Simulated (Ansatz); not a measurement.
# Zone-centre phonons of SbAs at 10 GPa: input and output

Level of theory: DFT LDA, scalar-relativistic, plane waves, PAW in Ansatz.

Launched with:
```bash
ansatz run input.yaml --threads 1 --pin off --max-ram 3072MiB --backend cpu --events-out ev --progress --plain --runs-dir out
```

Input (bare energies are in eV):
```yaml
crystal:
  lattice:
    - [1.957041422, 1.1298983918, 3.1958261209]
    - [-1.957041422, 1.1298983918, 3.1958261209]
    - [0.0, -2.2597967836, 3.1958261209]
  atoms:
    - { symbol: Sb, position: [0.5, 0.5, 0.5] }
    - { symbol: As, position: [0.0, 0.0, 0.0] }
basis:
  ecutwfc: 420
kpoints:
  mp_grid: { grid: [14, 14, 14] }
hamiltonian:
  xc: lda
scf:
  occupations: { method: fermi_dirac, width: 0.15 }
output:
  eigenvalues: true
phonons:
  method: dfpt
  eigenvectors: true
```

Results section of the output:
```
--- Phonons (Γ-DFPT): 2 representative perturbations + reference, on 288 of 2744 k-points (Σ response iterations 6) ---
  k mesh reduced under 6 symmetry operations, with k and −k counted as one. Each operation leaves every solved perturbation unchanged. A smaller set is not used because it would not reduce the number of displacements ...
  ASR residual: 5.765e-5 → 0.000e0 eV/Å²; symmetrization residual: 4.967e-6 eV/Å²
  ASR residual per site (eV/Å²): 8.23e-6 5.77e-5
  Γ frequencies (cm⁻¹): -48.31 -48.31 -48.31 0.00 0.00 0.00
  non-analytic LO–TO correction: not included (Born effective charges unavailable; polar crystals: no LO–TO splitting at Γ)
```

Time: 77 s on 1 thread of Arm Neoverse V1 (shared host), peak memory 0.97 GiB.

In a metal, frequencies and elastic constants depend on the k mesh and the smearing, soft modes and shear constants most. Other phases may be more stable at this pressure.

Negative frequencies stand for imaginary ones: the cell is unstable against these modes.